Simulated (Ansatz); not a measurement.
Total density of states per atom from plane-wave PAW r²SCAN+D4 (Ansatz code), in 0.25 eV bins, energy from the Fermi level:

```
E (eV) | states/eV/atom
    -7.85 | ################ 0.30
    -7.60 | ################### 0.35
    -7.35 | ################### 0.35
    -7.10 | ####################### 0.42
    -6.85 | ############################## 0.56
    -6.60 | ####################### 0.43
    -6.35 | #################### 0.37
    -6.10 | ################# 0.32
    -5.85 | ################### 0.35
    -5.60 | ################ 0.30
    -5.35 | ################# 0.31
    -5.10 | ################ 0.30
    -4.85 | ############### 0.28
    -4.60 | ############### 0.27
    -4.35 | ############### 0.27
    -4.10 | ############## 0.26
    -3.85 | ############## 0.26
    -3.60 | ############## 0.26
    -3.35 | ############## 0.25
    -3.10 | ########## 0.18
    -2.85 | ########### 0.20
    -2.60 | ########### 0.20
    -2.35 | ############ 0.22
    -2.10 | ######## 0.16
    -1.85 | ###### 0.12
    -1.60 | ##### 0.09
    -1.35 | #### 0.07
    -1.10 | ### 0.06
    -0.85 | ## 0.04
    -0.60 | ## 0.03
    -0.35 | # 0.02
    -0.10 |  0.00
     0.15 |  0.00
     0.40 | # 0.02
     0.65 | ## 0.03
     0.90 | ### 0.05
     1.15 | #### 0.07
     1.40 | ###### 0.11
     1.65 | ############# 0.24
     1.90 | ########### 0.21
     2.15 | ########### 0.20
     2.40 | ######### 0.18
     2.65 | ######## 0.15
     2.90 | ####### 0.13
     3.15 | ####### 0.13
     3.40 | ###### 0.12
     3.65 | ###### 0.11
     3.90 | ###### 0.11
     4.15 | ##### 0.10
     4.40 | ###### 0.10
     4.65 | ###### 0.11
```

Q: Which compound is it?
(A) Hg, body-centred tetragonal
(B) C, graphite
(C) Pb, fcc (Cu type)
(D) Cr, bcc (W type)

A: B, C, graphite. Within 0.5 eV of the Fermi level: C 2p 99 %. Projections are on Löwdin-orthogonalised atomic valence shells; empty p or d shells of many metals are not among them.

Space group P6_3/mmc (graphite). The cell was relaxed with r²SCAN+D4 under the symmetry of its start.

Potentials: the later of the program's two PAW sets.
